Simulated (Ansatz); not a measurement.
Relaxed-ion elastic tensor of LiF in space group P6_3/mmc (No. 194; Li on 2d, F on 2c) in GPa (Voigt order), the program Ansatz at the r²SCAN level (PAW); density 2.31 g/cm³, 9.32 Å³ per atom.

```
85.3  62.8  39.6   0.0   0.0   0.0
62.8  85.3  39.6   0.0   0.0   0.0
39.6  39.6   117   0.0   0.0   0.0
 0.0   0.0   0.0  53.7   0.0   0.0
 0.0   0.0   0.0   0.0  53.7   0.0
 0.0   0.0   0.0   0.0   0.0  11.3
```

Question: Is the crystal mechanically stable?

Answer: Yes: the smallest eigenvalue of C is 11.3 GPa.

Question: Work out the Voigt, Reuss and Hill averages.

Answer: K_V = 63.5, K_R = 63.4, K_H = 63.4; G_V = 33.4, G_R = 20.7, G_H = 27.0 GPa.

Question: Give Young's modulus, Poisson's ratio, Pugh's ratio and the universal anisotropy index.

Answer: E = 9KG/(3K + G) = 71.0 GPa; ν = 0.31; K/G = 2.35 (ductile by the Pugh limit of 1.75); A_U = 5G_V/G_R + K_V/K_R − 6 = 3.08.

Question: Estimate the sound speeds and the Debye temperature.

Answer: v_l = √((K + 4G/3)/ρ) = 6560 m/s, v_t = √(G/ρ) = 3420 m/s, mean 3830 m/s; Θ = (h/k)(3n/4πV)^(1/3) v_m = 541 K.

Question: How much does each axis shrink under pressure?

Answer: Linear compressibilities β_i = Σ_j S_ij (j = 1 to 3): x 5.5, y 5.5, z 4.9 per TPa.

The start of the workflow was typed in or built on a structure type; neither database checked (COD, Materials Project) lists it. It is not the phase usual at ambient conditions (space group No. 225). The cell was relaxed with r²SCAN under the symmetry of its start; its stability against distortions is not shown here.

Potentials: the later of the program's two PAW sets.
